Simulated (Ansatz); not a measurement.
**Every step of a relaxation of zincblende GaN (110), 3 layers**

DFT, r2SCAN, PAW with Ansatz's default frozen-core files, scalar-relativistic (Ansatz 0.2.0); a Γ-centred 8×6×1 k mesh, Fermi–Dirac smearing of 0.02 eV, no spin polarisation. The run relaxes the atoms in the fixed cell.

Command: `ansatz run input.yaml --threads 2 --pin off --max-ram 4096MiB --backend cpu --events-out ev --progress --plain --runs-dir out` It took 99 s on 2 threads of Intel(R) Xeon(R) 6975P-C (Granite Rapids), on a shared host, peak memory 1.1 GiB.

```yaml
crystal:
  lattice:
    - [3.1804901246, 0.0, 0.0]
    - [0.0, 4.4978922693, 0.0]
    - [0.0, 0.0, 19.1805]
  atoms:
    - { symbol: Ga, position: [0.25, 0.125, 0.4170905314] }
    - { symbol: "N", position: [0.75, 0.875, 0.4170905314] }
    - { symbol: Ga, position: [0.75, 0.625, 0.5] }
    - { symbol: "N", position: [0.25, 0.375, 0.5] }
    - { symbol: Ga, position: [0.25, 0.125, 0.5829094686] }
    - { symbol: "N", position: [0.75, 0.875, 0.5829094686] }
kpoints:
  mp_grid: { grid: [8, 6, 1] }
scf:
  occupations: { method: fermi_dirac, width: 0.02 }
hamiltonian:
  xc: r2scan
  pseudopotentials: { kind: paw }
output:
  forces: true
  stress: true
  eigenvalues: true
  write_density: true
  write_potential: true
  elf: true
  volumetric_format: npy
relax:
  f_tol: 0.01
  max_steps: 40
efield:
  axis: 3
  amplitude: 0
  dipole_correction: true
```

Each step lists its free energy a cell above the last geometry, and Cartesian positions (Å) with forces (eV/Å).

The first step:

```
step 1  dF = 887.54 meV
  Ga 0.7951 0.5622 8.0000   0.0000 -2.7801 1.3127
  N 2.3854 3.9357 8.0000   0.0000 1.8097 -1.0380
  Ga 2.3854 2.8112 9.5902   0.0000 0.8719 -0.0002
  N 0.7951 1.6867 9.5902   0.0000 1.0682 0.0006
  Ga 0.7951 0.5622 11.1805   0.0000 -2.7799 -1.3132
  N 2.3854 3.9357 11.1805   0.0000 1.8100 1.0381
```

The PAW files were made under PBE.

Problem. Where does the relaxation end, and by which steps?

Solution. After 6 geometries, with a shortest distance of 1.841 Å. The further steps:
```
step 2  dF = 150.58 meV
  Ga 0.7951 0.4531 8.1542   0.0000 -0.8807 -0.1613
  N 2.3854 3.9345 7.9258   0.0000 1.2901 0.1295
  Ga 2.3854 2.9213 9.5902   0.0000 -0.5197 0.0000
  N 0.7951 1.7971 9.5903   0.0000 -0.2980 0.0000
  Ga 0.7951 0.4531 11.0263   0.0000 -0.8808 0.1612
  N 2.3854 3.9345 11.2547   0.0000 1.2901 -0.1295
step 3  dF = 31.05 meV
  Ga 0.7951 0.4310 8.1653   0.0000 -0.3800 -0.2109
  N 2.3854 3.9788 7.9438   0.0000 0.5061 0.1184
  Ga 2.3854 2.9009 9.5902   0.0000 -0.4344 0.0001
  N 0.7951 1.7733 9.5903   0.0000 0.1834 -0.0004
  Ga 0.7951 0.4310 11.0152   0.0000 -0.3800 0.2111
  N 2.3854 3.9788 11.2367   0.0000 0.5058 -0.1184
step 4  dF = 16.62 meV
  Ga 0.7951 0.4175 8.1436   0.0000 -0.0049 0.1044
  N 2.3854 4.0105 7.9360   0.0000 -0.0690 0.2944
  Ga 2.3854 2.8536 9.5903   0.0000 0.5169 -0.0009
  N 0.7951 1.7842 9.5902   0.0000 -0.3687 0.0008
  Ga 0.7951 0.4174 11.0369   0.0000 -0.0041 -0.1052
  N 2.3854 4.0105 11.2444   0.0000 -0.0688 -0.2934
step 5  dF = 1.37 meV
  Ga 0.7951 0.4149 8.1636   0.0000 0.0433 -0.0061
  N 2.3854 4.0093 7.9768   0.0000 0.0006 -0.1084
  Ga 2.3854 2.8681 9.5902   0.0000 -0.0355 0.0001
  N 0.7951 1.7771 9.5902   0.0000 -0.0532 0.0001
  Ga 0.7951 0.4150 11.0169   0.0000 0.0432 0.0061
  N 2.3854 4.0093 11.2037   0.0000 0.0006 0.1082
step 6  dF = 0.00 meV
  Ga 0.7951 0.4169 8.1591   0.0000 0.0006 0.0023
  N 2.3854 4.0079 7.9656   0.0000 0.0057 -0.0044
  Ga 2.3854 2.8696 9.5902   0.0000 -0.0028 0.0000
  N 0.7951 1.7745 9.5902   0.0000 -0.0097 0.0000
  Ga 0.7951 0.4169 11.0214   0.0000 0.0006 -0.0023
  N 2.3854 4.0079 11.2149   0.0000 0.0057 0.0044
step 7  dF = 0.00 meV  (same geometry, solved once more)
  Ga 0.7951 0.4169 8.1591   0.0000 0.0006 0.0023
  N 2.3854 4.0079 7.9656   0.0000 0.0056 -0.0046
  Ga 2.3854 2.8696 9.5902   0.0000 -0.0028 0.0000
  N 0.7951 1.7745 9.5902   0.0000 -0.0097 0.0000
  Ga 0.7951 0.4169 11.0214   0.0000 0.0006 -0.0023
  N 2.3854 4.0079 11.2149   0.0000 0.0056 0.0045
```
